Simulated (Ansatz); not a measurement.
BeSe (wurtzite, space group No. 186), PBEsol (plane waves, PAW; program Ansatz). The conduction-band minimum lies at K, with 2 equivalent valleys. Second derivatives d²E/dk² of the lowest band at one valley (eV·Å²), along Cartesian directions:

```json
[
 {"direction": "[100]", "d²E/dk²": "15.90"},
 {"direction": "[010]", "d²E/dk²": "15.90"},
 {"direction": "[001]", "d²E/dk²": "26.89"},
 {"direction": "[110]", "d²E/dk²": "15.90"},
 {"direction": "[101]", "d²E/dk²": "21.40"},
 {"direction": "[011]", "d²E/dk²": "21.40"}
]
```

Q: Find the principal effective masses, the density-of-states mass and the conductivity mass.

A: Off-diagonal terms follow from H_xy = H[110] − (H_xx + H_yy)/2, and m*/mₑ = 7.620 eV·Å² over each eigenvalue: 0.28, 0.48, 0.48. One valley's DOS mass (m₁m₂m₃)^(1/3) = 0.40, conductivity mass 3/(Σ 1/mᵢ) = 0.39 mₑ.

Q: What effective density of states Nc follows at 300 K for parabolic valleys?

A: Nc = 2.509e19 × 2 × (0.40)^(3/2) ≈ 1.3e19 cm⁻³.

Q: With the computed static dielectric constant 7.66 (mean of the diagonal), estimate a hydrogenic donor's binding energy and radius.

A: E = 13.606 eV × 0.39/7.66² ≈ 90 meV; a = 0.529 Å × ε/m* ≈ 10 Å. Semilocal masses tend to be too small when the gap is underestimated.

Space group P6_3mc (wurtzite). The start of the workflow was typed in or built on a structure type; neither database checked (COD, Materials Project) lists it. COD files the formula under space group No. 216. Its standing as an ambient phase is unchecked. Symmetry was held in the PBEsol relaxation; its stability against distortions is not shown here. Spin–orbit coupling is left out wherever it is not named.

Potentials: the later of the program's two PAW sets.
